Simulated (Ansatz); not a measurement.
Equation of state of AgCl and its gap

A database entry relaxed whole under r2SCAN (Fm-3m):

```xyz
2
Lattice="0.0000 2.7732 2.7732 2.7732 0.0000 2.7732 2.7732 2.7732 0.0000" Properties=species:S:1:pos:R:3 pbc="T T T"
Ag    0.0000    0.0000    0.0000
Cl    2.7732    2.7732    2.7732
```

The cell was scaled uniformly, its shape held, and the atoms relaxed at each volume with plane-wave PAW DFT (Ansatz 0.2.0; r2SCAN, 500 eV, 10×10×10 Γ-centred mesh, fermi-dirac occupations of width 0.020 eV; no spin, no spin-orbit coupling). One row is withheld.

| volume (Å³/atom) | energy over the lowest (meV/atom) | pressure (GPa) | gap over mesh and path (eV) |
| --- | --- | --- | --- |
| 20.047 | 13.7 | 3.66 | 1.479 |
| 20.474 | ? | ? | ? |
| 20.901 | 1.4 | 1.07 | 1.472 |
| 21.327 | 0.0 | -0.01 | 1.471 |
| 21.754 | 1.3 | -0.96 | 1.473 |
| 22.180 | 5.0 | -1.79 | 1.476 |
| 22.607 | 10.8 | -2.53 | 1.481 |

Problem. Fit the pressures of the other rows to the third-order Birch-Murnaghan form.

Solution. With f = [(V₀/V)^(2/3) − 1]/2 and P = 3B₀f(1 + 2f)^(5/2)[1 + 3(B₀′ − 4)f/2], least squares gives V₀ = 21.32 Å³ an atom, B₀ = 50.5 GPa and B₀′ = 5.2; the rows miss the fit by less than 0.01 GPa. The slope of the energies differs from these pressures by less than 0.05 GPa.

Problem. How does the gap move with volume?

Solution. A parabola in ln(V/V₀) through the other rows has the slope dE_g/d ln V = +0.0 eV at V₀, so by B₀ the gap moves by -0 meV a GPa: it hardly moves.

Problem. What does the withheld row hold?

Solution. The fit gives 2.28 GPa at 20.474 Å³; the run gave 2.28 GPa and 5.8 meV an atom. Its gap is 1.474 eV, against 1.474 eV from the parabola.

Caveats: the shape of the cell was held; 0 K, fixed nuclei; the symmetry was kept, and this need not be the phase that is stable at 0 K; one mesh for all volumes; r2SCAN gaps lie as a rule under measured ones; the slope of the gap can be off by tens of per cent, more where shallow d levels or spin-orbit coupling act on the edges; the relaxed cell lies far from the entry, by an error of the functional or of the entry; pressure is positive in compression.
